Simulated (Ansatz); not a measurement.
Ta7S12:
```
CELL_PARAMETERS angstrom
      2.87696     4.98358     0.00000
     -2.87696     4.98358     0.00000
     -1.91765     0.00000    12.63071
ATOMIC_POSITIONS crystal
  Ta 0.91613 0.08387 0.74968
  Ta 0.08387 0.91613 0.25032
  Ta 0.58388 0.74976 0.75186
  Ta 0.41612 0.25024 0.24814
  Ta 0.74976 0.58388 0.24814
  Ta 0.25024 0.41612 0.75186
  Ta 0.00000 0.00000 0.00000
  S  0.70857 0.29143 0.12238
  S  0.29143 0.70857 0.87762
  S  0.37372 0.95881 0.12211
  S  0.62628 0.04119 0.87789
  S  0.95881 0.37372 0.87789
  S  0.04119 0.62628 0.12211
  S  0.78876 0.21124 0.37096
  S  0.21124 0.78876 0.62904
  S  0.45905 0.87600 0.37101
  S  0.54095 0.12400 0.62899
  S  0.87600 0.45905 0.62899
  S  0.12400 0.54095 0.37101
```
The run is spin-polarised; directions of the spins, atom by atom: 0 0 0 0 0 0 ↑ 0 0 0 0 0 0 0 0 0 0 0 0.

This is the r²SCAN-relaxed structure.

### Question
All from the program Ansatz at the r²SCAN level (PAW), unless another level is named. Estimate the electronic character.

### Answer
metallic (no gap).

### Question
And the formation energy from the elements (no fitted shifts)?

### Answer
-1.23 eV/atom.

### Question
Give the density of states at the Fermi level.

### Answer
0.40 states/eV per atom (mean over ±0.08 eV).

Space group C2/m. The first step of the workflow began from a Materials Project structure, measured or hypothetical; the Crystallography Open Database copy checked does not list it. Its standing as an ambient phase is unchecked. Symmetry was held in the r²SCAN relaxation; whether a distortion lowers the energy is not shown. Magnetic state: ferromagnetic, the only order run, not a proven ground state. Other orbital occupations within this spin state were not tried. No Hubbard U is applied. A crystal of weakly bound layers computed without a dispersion correction: the cell and the soft elastic constants depend strongly on that. The references are the lowest solids computed at this level, not always the standard phases. Spin–orbit coupling is left out wherever it is not named.

Potentials: the later of the program's two PAW sets.
